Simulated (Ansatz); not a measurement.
BN (wurtzite)

```
CELL_PARAMETERS angstrom
      2.54397     0.00000     0.00000
     -1.27198     2.20314     0.00000
      0.00000     0.00000     4.20774
ATOMIC_POSITIONS crystal
  B  0.66667 0.33333 0.99990
  B  0.33333 0.66667 0.49990
  N  0.66667 0.33333 0.62530
  N  0.33333 0.66667 0.12530
```

The slice is a (1 -1 0 0) plane (indices of the conventional cell) through the point (0.333, 0.667, 0.125) (fractional), spanned by u = [110] and v = [001] in vectors of this cell: u (2.54 Å) and v (4.21 Å, at 90° to u). It covers one period; positions are fractions (u, v).

Method: r2SCAN (plane waves to 500 eV, PAW, scalar-relativistic; Ansatz, a first-principles code). k mesh 15×15×8. These are valence fields of a PAW run, semicore shells included where kept as valence: close to a nucleus they are smooth pseudo fields. BN was relaxed with its symmetry unable to fall.

Three fields on this plane, each scaled to ten steps between its own extremes (0 low, 9 high; the total valence density on a logarithmic scale, the potential cut 8 eV below its top; x marks points blanked near nuclei; v = 0 in the bottom row):

Map A
```
|xxxx86568xxx|
|xxx9765679xx|
|xx876545678x|
|665544344556|
|332233333223|
|001223332210|
|001234543210|
|223456665432|
|445667776654|
|xxx7888887xx|
|xxx8888888xx|
|xxxx77777xxx|
|xxxx65556xxx|
|xxx5433345xx|
|xxx5311135xx|
|997520002579|
|xx963101369x|
|xxx8521258xx|
|xxxx64346xxx|
|xxxx85458xxx|
```

Map B
```
|xxxx21012xxx|
|xxx0100010xx|
|xx032000230x|
|566631013666|
|898764346789|
|999987678999|
|889987778998|
|456776667765|
|002453135420|
|xxx0300030xx|
|xxx0221220xx|
|xxxx15551xxx|
|xxxx26762xxx|
|xxx0378730xx|
|xxx1689861xx|
|001589998510|
|xx068999860x|
|xxx1789871xx|
|xxxx57775xxx|
|xxxx34443xxx|
```

Map C
```
|xxxx13331xxx|
|xxx1357531xx|
|xx014898410x|
|000258985200|
|000247874200|
|001234543210|
|111123332111|
|321112221112|
|542111211124|
|xxx2111112xx|
|xxx3110113xx|
|xxxx31113xxx|
|xxxx42224xxx|
|xxx8533358xx|
|xxx6433346xx|
|123333333332|
|xx222222222x|
|xxx2111112xx|
|xxxx11111xxx|
|xxxx11111xxx|
```

**Question.** Assign the maps to these fields: density of the lowest conduction band (whole band as if filled, smooth part); valence electron density; electrostatic potential energy of an electron, from the cell's mean.

**Answer.** A is the valence electron density; B is the electrostatic potential energy of an electron, from the cell's mean; C is the density of the lowest conduction band (whole band as if filled, smooth part).
